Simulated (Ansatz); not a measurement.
One crystal and one scan (scan of one atom of the cell) at two levels, PBE (plane waves to 420 eV, PAW, scalar-relativistic; Ansatz, a program for electronic structure) and r2SCAN (plane waves to 500 eV, PAW, scalar-relativistic; Ansatz), each from its own relaxed cell and on its own mesh. The cell shown is that of PBE.

Starting cell, BAs (zinc blende):

```
CELL_PARAMETERS angstrom
      0.00000     2.40467     2.40467
      2.40467     0.00000     2.40467
      2.40467     2.40467     0.00000
ATOMIC_POSITIONS crystal
  As 0.75000 0.75000 0.75000
  B  0.00000 0.00000 0.00000
```

In each cell atom 2 (B, nearest neighbour As at 2.083 Å; its periodic images, 3.4 Å or more away, move with it) moves by s·(0.577, 0.577, 0.577) (along Cartesian [111]), the rest being held.

E stands for the smeared free energy. BAs was relaxed with its symmetry unable to fall. (PBE) Left out: 1 of 11 points, with atoms too close for the PAW data. (r2SCAN) Left out: 1 of 11 points, with atoms too close for the PAW data. As the smearing reaches across the gap at some points, energies and forces of such displacements shift with the k mesh and the smearing. Percentages come from the unrounded values. Both scans cover s from -0.496 to 0.620 Å.

Results of PBE:

| Quantity | Result |
|---|---|
| Lattice constant a (Å) | 4.809 |
| Band gap of the relaxed cell, no spin-orbit coupling (eV) | 1.21 |
| Energy at s = 0.620 Å (meV/cell) | 1182 |
| Force along the line at s = -0.496 Å (eV/Å) | 16.04 |
| Force constant k = d²E/ds² at s = 0 (finite differences) (eV/Å²) | 15.99 |
| Zone-centre optical wavenumber from k (cm⁻¹) | 678 |
| Symmetry of the curve | not even: the negative side lies higher at ±0.496 Å |
| Shape of the curve | a single well with its minimum at or next to zero displacement |

Task: Estimate the r2SCAN values.

Result: 
```csv
quantity,r2SCAN,PBE − r2SCAN
Lattice constant a (Å),4.784,+0.025 (+0.5 %)
"Band gap of the relaxed cell, no spin-orbit coupling (eV)",1.38,-0.17 (-12 %)
Energy at s = 0.620 Å (meV/cell),1272,-90 (-7.1 %)
Force along the line at s = -0.496 Å (eV/Å),16.97,-0.93 (-5.5 %)
Force constant k = d²E/ds² at s = 0 (finite differences) (eV/Å²),16.92,-0.93 (-5.5 %)
Zone-centre optical wavenumber from k (cm⁻¹),698,-20 (-2.8 %)
```

PBE gives the higher value for: lattice constant a. PBE gives the lower value for: band gap of the relaxed cell, no spin-orbit coupling; energy at s = 0.620 Å; force along the line at s = -0.496 Å; force constant k = d²E/ds² at s = 0; zone-centre optical wavenumber from k. Both give the same symmetry of the curve: not even: the negative side lies higher at ±0.496 Å. Neither level is exact: the differences show how much the result hangs on the functional.

(A displaced cell: forces are minus the slopes of the energy, force constants its curvatures, and phonons follow from these.)
